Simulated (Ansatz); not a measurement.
SiC$_{3}$:
```yaml
crystal:
  lattice:
    - [2.79666, 0.00000, 0.00000]
    - [0.00000, 2.79666, 0.00000]
    - [0.00000, 0.00000, 4.09088]
  atoms:
    - { symbol: C, position: [0.00000, 0.00000, 0.00000] }
    - { symbol: C, position: [0.00000, 0.50000, 0.78627] }
    - { symbol: Si, position: [0.50000, 0.50000, 0.50000] }
    - { symbol: C, position: [0.50000, 0.00000, 0.21373] }
```

Tensor components refer to the Cartesian frame of this cell.

### Question
Give the proper piezoelectric stress tensor with relaxed ions from r²SCAN (plane waves, PAW; program Ansatz).

### Answer
In C/m², rows x, y, z, Voigt columns; mesh uncertainty up to 0.01.
```
 0.00   0.00   0.00   0.00   0.07   0.00
 0.00   0.00   0.00  -0.07   0.00   0.00
-0.27   0.27   0.00   0.00   0.00   0.00
```

The elastic tensor of the same run (GPa):

```json
[
 {"": "1", "1": "664", "2": "20.8", "3": "135", "4": "0.0", "5": "0.0", "6": "0.0"},
 {"": "2", "1": "20.8", "2": "664", "3": "135", "4": "0.0", "5": "0.0", "6": "0.0"},
 {"": "3", "1": "135", "2": "135", "3": "702", "4": "0.0", "5": "0.0", "6": "0.0"},
 {"": "4", "1": "0.0", "2": "0.0", "3": "0.0", "4": "318", "5": "0.0", "6": "0.0"},
 {"": "5", "1": "0.0", "2": "0.0", "3": "0.0", "4": "0.0", "5": "318", "6": "0.0"},
 {"": "6", "1": "0.0", "2": "0.0", "3": "0.0", "4": "0.0", "5": "0.0", "6": "196"}
]
```

### Question
Convert to strain constants d = e·S.

### Answer
In pC/N:
```
 0.0   0.0   0.0   0.0   0.2   0.0
 0.0   0.0   0.0  -0.2   0.0   0.0
-0.4   0.4   0.0   0.0   0.0   0.0
```

Space group P-4m2. The start of the workflow was typed in or built on a structure type; neither database checked (COD, Materials Project) lists it. Whether it is the stable phase at ambient conditions was not checked. Symmetry was held in the r²SCAN relaxation; its stability against distortions is not shown here. Its formation energy is positive at this level, so the cell may be metastable or incomplete. Signs of piezoelectric constants follow the polarity of the cell as given.

Potentials: the earlier of the program's two PAW sets.
